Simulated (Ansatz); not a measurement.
SiC (zinc blende, space group No. 216) at seven volumes, PBE (plane waves, PAW; program Ansatz), scaled uniformly. One row is withheld.

| V (Å³/atom) | P (GPa) |
|---|---|
| 9.556 | ? |
| 9.871 | 14.85 |
| 10.187 | 6.87 |
| 10.502 | 0.00 |
| 10.817 | -5.93 |
| 11.132 | -11.04 |
| 11.447 | -15.44 |

Problem. Fit the shown pressures and predict the withheld one.

Solution. P = (3/2)B₀(x^(7/2) − x^(5/2))[1 + (3/4)(B′ − 4)(x − 1)] with x = (V₀/V)^(2/3). Least squares on the six rows gives V₀ = 10.502 Å³/atom, B₀ = 212 GPa, B′ = 3.93. At V = 9.556, x = 1.0650 and P = 24.09 GPa. The run itself gave 24.09 GPa.

Space group F-43m (zinc blende). Symmetry was held in the PBE relaxation; phonons on a q-mesh show no instability.

Potentials: the later of the program's two PAW sets.
